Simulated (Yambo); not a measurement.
Yambo run on MoTe2 (space group P6_3/mmc, No. 194). The wavefunctions are PBE (stringent potentials; Quantum ESPRESSO, PseudoDojo norm-conserving, 107 Ry, scalar-relativistic) ones on a 3×3×1 mesh (62 occupied bands); a = b = 3.496 Å, c = 13.690 Å, α = β = 90.00°, γ = 120.00°.

Yambo input:

```
rim_cut
gw0
dyson
el_el_corr
HF_and_locXC
cohsex
em1s
RandQpts= 1000000
RandGvec= 1 Ry
EXXRLvcs= 106.6 Ry
VXCRLvcs= 426.4 Ry
Chimod= "HARTREE"
% BndsRnXs
 19 | 475 |
%
NGsBlkXs= 12 Ry
% LongDrXs
 1.0 | 1.0 | 1.0 |
%
ExtendOut
% QPkrange
 1 | 1 | 62 | 62 |
 3 | 3 | 62 | 63 |
%
```

k points by index: 1 = Γ, 3 = K.

Resulting energies as the program prints them:

```
#    K-point    Band    Eo [eV]    E [eV]    E-Eo [eV]    Vxc [eV]    Vnlxc [eV]    Sc|Eo [eV]    Re(Z)    Im(Z)
#
    1    62    0.000000    -2.365740    -2.365740    -16.32210    -16.42265    -2.265197    1.000000    0.000000
    3    62    -0.078204    -2.442848    -2.364644    -16.26285    -16.83785    -1.789644    1.000000    0.000000
    3    63    0.948795    -0.861413    -1.810208    -14.41936    -10.61485    -5.614724    1.000000    0.000000
```
(The two width columns are left out.) Convergence of these settings isn't established.

Spin-orbit coupling is not included.

Geometry relaxed with PBE+D3(BJ).
